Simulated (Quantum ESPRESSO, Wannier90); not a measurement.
# Ba$_{2}$HfS$_{4}$ (I4/mmm): Wannier90 run

Materials Project entry mp-9321; symmetrised, unrelaxed at this level. Not found in the COD (Crystallography Open Database) copy used; not checked further. Method: PBEsol plane waves in Quantum ESPRESSO 7.5 (PseudoDojo norm-conserving files, 47 Ry, spinors with spin-orbit coupling), Bloch states on a 4×4×4 mesh through Γ, Wannier90 4.0.1. Density: 8×8×8 mesh, cold smearing 0.01 Ry.

On the energy scale of pw.x, whose zero is arbitrary, the valence-band maximum lies at 6.77 eV.

Input w.win:

```
num_bands = 4
num_wann = 4
exclude_bands = 1-12,17-98
spinors = true
num_iter = 1000
conv_tol = 1.0e-6
conv_window = 4
write_hr = true
write_u_matrices = true
auto_projections = true
begin unit_cell_cart
ang
    0.0000000000   -4.9471800000    0.0000000000
    4.9471800000    0.0000000000    0.0000000000
   -2.4735900000    2.4735900000    7.9265050000
end unit_cell_cart
begin atoms_frac
Ba   0.3578000000  0.3578000000 -0.2844000000
Ba  -0.3578000000 -0.3578000000  0.2844000000
Hf   0.0000000000  0.0000000000  0.0000000000
S    0.5000000000  0.0000000000  0.0000000000
S    0.0000000000  0.5000000000  0.0000000000
S   -0.1613600000 -0.1613600000 -0.3227200000
S    0.1613600000  0.1613600000  0.3227200000
end atoms_frac
mp_grid = 4 4 4
begin kpoints
0.0000000000 0.0000000000 0.0000000000
0.0000000000 0.0000000000 0.2500000000
0.0000000000 0.0000000000 0.5000000000
... (61 more lines: the 4x4x4 mesh through Gamma)
end kpoints
```

Input of pw2wannier90.x that gives the overlap and projection files (equivalent; here they were cut from one run over all bands):

```
&inputpp
  outdir = './out'
  prefix = 'pwscf'
  seedname = 'w'
  write_amn = .true.
  write_mmn = .true.
  scdm_proj = .true.
  scdm_entanglement = 'isolated'
/
```

Output w.wout (banner and timings cut):

```
                                    ------
                                    SYSTEM
                                    ------

                              Lattice Vectors (Ang)
                    a_1     0.000000  -4.947180   0.000000
                    a_2     4.947180   0.000000   0.000000
                    a_3    -2.473590   2.473590   7.926505

                   Unit Cell Volume:     193.99796  (Ang^3)

                        Reciprocal-Space Vectors (Ang^-1)
                    b_1     0.000000  -1.270054   0.396340
                    b_2     1.270054   0.000000   0.396340
                    b_3    -0.000000   0.000000   0.792680

 *----------------------------------------------------------------------------*
 |   Site       Fractional Coordinate          Cartesian Coordinate (Ang)     |
 +----------------------------------------------------------------------------+
 | ba   1   0.35780   0.35780  -0.28440   |    2.47359  -2.47359  -2.25430    |
 | ba   2  -0.35780  -0.35780   0.28440   |   -2.47359   2.47359   2.25430    |
 | hf   1   0.00000   0.00000   0.00000   |    0.00000   0.00000   0.00000    |
 | s    1   0.50000   0.00000   0.00000   |    0.00000  -2.47359   0.00000    |
 | s    2   0.00000   0.50000   0.00000   |    2.47359   0.00000   0.00000    |
 | s    3  -0.16136  -0.16136  -0.32272   |    0.00000   0.00000  -2.55804    |
 | s    4   0.16136   0.16136   0.32272   |    0.00000   0.00000   2.55804    |
 *----------------------------------------------------------------------------*
                                ------------
                                K-POINT GRID
                                ------------

             Grid size =  4 x  4 x  4      Total points =   64

 *---------------------------------- MAIN ------------------------------------*
 |  Number of Wannier Functions               :                 4             |
 |  Number of Objective Wannier Functions     :                 4             |
 |  Number of input Bloch states              :                 4             |
 |  Output verbosity (1=low, 5=high)          :                 1             |
 |  Timing Level (1=low, 5=high)              :                 1             |
 |  Optimisation (0=memory, 3=speed)          :                 3             |
 |  Length Unit                               :               Ang             |
 |  Post-processing setup (write *.nnkp)      :                 F             |
 |  Using Gamma-only branch of algorithms     :                 F             |
 *----------------------------------------------------------------------------*
 *------------------------------- WANNIERISE ---------------------------------*
 |  Total number of iterations                :              1000             |
 |  Number of CG steps before reset           :                 5             |
 |  Trial step length for line search         :             2.000             |
 |  Convergence tolerence                     :         0.100E-05             |
 |  Convergence window                        :                 4             |
 |  Iterations between writing output         :                 1             |
 |  Iterations between backing up to disk     :               100             |
 |  Write r^2_nm to file                      :                 F             |
 |  Write xyz WF centres to file              :                 F             |
 |  Write on-site energies <0n|H|0n> to file  :                 F             |
 |  Use guiding centre to control phases      :                 F             |
 |  Use phases for initial projections        :                 F             |
 *----------------------------------------------------------------------------*
 *-------------------------------- PLOTTING ----------------------------------*
 |  Plotting Hamiltonian in WF basis          :                 T             |
 *----------------------------------------------------------------------------*

       ... (k-mesh section left out)

 Starting a new Wannier90 calculation ...

 Reading overlaps from w.mmn

 Reading projections from w.amn

 *------------------------------- WANNIERISE ---------------------------------*
 +--------------------------------------------------------------------+<-- CONV
 | Iter  Delta Spread     RMS Gradient      Spread (Ang^2)            |<-- CONV
 +--------------------------------------------------------------------+<-- CONV

 ------------------------------------------------------------------------------
 Initial State
  WF centre and spread    1  ( -2.474502,  2.473780,  2.149724 )     2.04977441
  WF centre and spread    2  (  2.473780, -2.474502, -2.149724 )     2.04977442
  WF centre and spread    3  ( -2.473758,  2.474488,  2.151428 )     2.06139281
  WF centre and spread    4  (  2.474488, -2.473758, -2.151428 )     2.06139281
  Sum of centres and spreads (  0.000007,  0.000007,  0.000000 )     8.22233446

      0     0.822E+01     0.0000000000        8.2223344584  <-- CONV
        O_D=      0.0261266 O_OD=      0.1595742 O_TOT=      8.2223345 <-- SPRD
 ------------------------------------------------------------------------------
      1    -0.525E-01     0.3178420703        8.1698576986  <-- CONV
        O_D=      0.0174968 O_OD=      0.1157273 O_TOT=      8.1698577 <-- SPRD
      2    -0.413E-02     0.1087650597        8.1657250639  <-- CONV
        O_D=      0.0161891 O_OD=      0.1129024 O_TOT=      8.1657251 <-- SPRD
      3    -0.104E-02     0.0588641959        8.1646825926  <-- CONV
        O_D=      0.0159076 O_OD=      0.1121414 O_TOT=      8.1646826 <-- SPRD
      4    -0.207E-03     0.0279335764        8.1644758265  <-- CONV
        O_D=      0.0158585 O_OD=      0.1119838 O_TOT=      8.1644758 <-- SPRD
      5    -0.226E-04     0.0100122177        8.1644531834  <-- CONV
        O_D=      0.0158504 O_OD=      0.1119692 O_TOT=      8.1644532 <-- SPRD
       ... (lines left out)
      9    -0.207E-06     0.0008764886        8.1644454194  <-- CONV
        O_D=      0.0158477 O_OD=      0.1119641 O_TOT=      8.1644454 <-- SPRD
     10    -0.281E-07     0.0003234301        8.1644453913  <-- CONV
        O_D=      0.0158477 O_OD=      0.1119641 O_TOT=      8.1644454 <-- SPRD
     11    -0.824E-08     0.0001591558        8.1644453830  <-- CONV
        O_D=      0.0158477 O_OD=      0.1119641 O_TOT=      8.1644454 <-- SPRD
             <<<     Delta < 1.000E-06  over  4 iterations     >>>
             <<< Wannierisation convergence criteria satisfied >>>
 Final State
  WF centre and spread    1  ( -2.473588,  2.473582,  2.150106 )     2.04111140
  WF centre and spread    2  (  2.473582, -2.473588, -2.150106 )     2.04111140
  WF centre and spread    3  ( -2.473588,  2.473583,  2.150106 )     2.04111129
  WF centre and spread    4  (  2.473583, -2.473588, -2.150106 )     2.04111129
  Sum of centres and spreads ( -0.000010, -0.000010,  0.000000 )     8.16444538

         Spreads (Ang^2)       Omega I      =     8.036633611
        ================       Omega D      =     0.015847661
                               Omega OD     =     0.111964112
    Final Spread (Ang^2)       Omega Total  =     8.164445383
```
